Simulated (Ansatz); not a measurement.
## Computed properties of GeSb2Te4

GeSb2Te4:
```
GeSb2Te4
1.0
    2.13103     1.23035    13.87108
   -2.13103     1.23035    13.87108
    0.00000    -2.46070    13.87108
Ge Sb Te
1 2 4
Direct
  0.00000   0.00000   0.00000
  0.42197   0.42197   0.42197
  0.57803   0.57803   0.57803
  0.12947   0.12947   0.12947
  0.87053   0.87053   0.87053
  0.29296   0.29296   0.29296
  0.70704   0.70704   0.70704
```

Space group R-3m (No. 166); conventional cell a = b = 4.262 Å, c = 41.613 Å, α = β = 90.00°, γ = 120.00°.

Method: r²SCAN+D4 (plane waves, PAW; program Ansatz). Geometry: relaxed at this level of theory. Other levels are named where they apply.

### Cell and energy

| Item | Value |
|---|---|
| Volume per atom | 31.17 Å³ |
| Density | 6.29 g/cm³ |
| Formation energy from the elements (no fitted shifts) | -0.10 eV/atom |

### Electronic structure

| Item | Value |
|---|---|
| Band gap | 0.38 eV (indirect) |
| Valence-band maximum | at T |
| Conduction-band minimum | off the standard path, at k = (-0.130, -0.130, -0.072) in fractions of the reciprocal vectors |
| Smallest direct gap on the standard path | 0.43 eV |
| Electron effective mass | 0.063, 0.11, 0.21 mₑ (principal values) |
| Hole effective mass | 0.060, 0.060, 0.42 mₑ (principal values) |
| HSE06 gap on the r²SCAN+D4 cell | 0.58 eV |
| Gap with spin–orbit coupling | 0.09 eV |

### Mechanics

| Quantity | Value |
|---|---|
| Bulk modulus (Birch–Murnaghan fit) | 25.8 GPa |
| Pressure derivative B′ | 13.2 |
| Elastic constants (relaxed ions, GPa) | C11 = 82.3, C12 = 18.5, C13 = 17.9, C14 = 9.5, C33 = 35.6, C44 = 20.0 |
| Mechanical stability | stable (all eigenvalues of C positive) |
| Hill bulk and shear moduli | 31.8 and 21.7 GPa |
| Young's modulus | 53.0 GPa |
| Poisson's ratio | 0.22 |
| Debye temperature from the elastic constants | 194 K |

### Charges

| Property | Result |
|---|---|
| Bader charges | Ge +0.44, Sb +0.60, Te -0.47 to -0.35 e |

The cell was relaxed with r²SCAN+D4 under the symmetry of its start. The references are the lowest solids computed at this level, not always the standard phases. Spin–orbit coupling is left out wherever it is not named.

Potentials: the later of the program's two PAW sets.
